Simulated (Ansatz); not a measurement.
HgF$_{2}$:
Space group Fm-3m (No. 225); a = b = c = 5.5348 Å, α = β = γ = 90.00°

```csv
atom,site,symmetry,x,y,z
Hg,4a,m-3m,0.0000,0.0000,0.0000
F,8c,-43m,0.2500,0.2500,0.2500
```
(The calculation used a cell of 3 atoms; values per cell refer to that cell.)

Relaxed with r²SCAN+D4.

Problem. Which orbitals make up the states near the band edges in r²SCAN+D4 (plane waves, PAW; program Ansatz)?

Solution. Top 1 eV of the valence band: F 2p 70 %, Hg 5d 29 %. Bottom 1 eV of the conduction band: Hg 6s 77 %, F 2p 11 %, F 2s 11 %. Projections are on Löwdin-orthogonalised atomic valence shells; empty p or d shells of many metals are not among them.

Problem. Tabulate the density of states.

Solution. States/eV per cell of 3 atoms, in 0.25 eV bins, energy from the valence-band maximum.

```tsv
E (eV)	total	F 2p	Hg 5d	Hg 6s
-5.45	0.00	0.00	0.00	0.00
-5.20	0.82	0.38	0.39	0.05
-4.95	3.73	1.64	1.96	0.12
-4.70	7.57	3.18	4.24	0.12
-4.45	3.74	1.56	2.05	0.11
-4.20	4.53	2.02	2.23	0.24
-3.95	3.60	1.52	1.84	0.21
-3.70	4.53	1.47	2.88	0.14
-3.45	8.09	2.02	5.85	0.16
-3.20	5.93	0.82	4.94	0.14
-2.95	4.31	1.02	3.03	0.22
-2.70	1.15	0.67	0.38	0.08
-2.45	2.65	1.85	0.69	0.07
-2.20	6.59	4.97	1.46	0.04
-1.95	4.51	3.50	0.92	0.02
-1.70	2.88	2.38	0.45	0.01
-1.45	2.33	1.75	0.53	0.01
-1.20	1.89	1.47	0.38	0.01
-0.95	1.88	1.43	0.41	0.01
-0.70	2.93	2.17	0.72	0.01
-0.45	3.69	2.58	1.06	0.01
-0.20	10.28	7.00	3.22	0.00
0.05	0.37	0.22	0.14	0.00
0.30	0.00	0.00	0.00	0.00
0.55	0.00	0.00	0.00	0.00
0.80	0.00	0.00	0.00	0.00
1.05	0.00	0.00	0.00	0.00
1.30	0.00	0.00	0.00	0.00
1.55	0.00	0.00	0.00	0.00
1.80	0.03	0.00	0.00	0.02
2.05	0.05	0.00	0.00	0.04
2.30	0.07	0.01	0.00	0.05
2.55	0.09	0.01	0.00	0.07
2.80	0.12	0.02	0.00	0.08
3.05	0.14	0.03	0.00	0.10
3.30	0.17	0.04	0.00	0.12
3.55	0.21	0.04	0.00	0.15
3.80	0.25	0.06	0.00	0.18
4.05	0.30	0.07	0.00	0.21
4.30	0.37	0.09	0.00	0.26
4.55	0.46	0.11	0.00	0.33
4.80	0.58	0.14	0.00	0.42
5.05	0.81	0.20	0.00	0.59
5.30	1.28	0.31	0.00	0.93
5.55	1.40	0.34	0.00	1.04
5.80	1.66	0.39	0.00	1.23
6.05	0.00	0.00	0.00	0.00
6.30	0.00	0.00	0.00	0.00
```

The workflow started from a Materials Project entry (that database holds measured and hypothetical structures alike); the Crystallography Open Database files this formula in space group No. 225, but the cells were not matched. Whether it is the stable phase at ambient conditions was not checked. The cell was relaxed with r²SCAN+D4 under the symmetry of its start; its stability against distortions is not shown here. Spin–orbit coupling is left out wherever it is not named.

Potentials: the later of the program's two PAW sets.
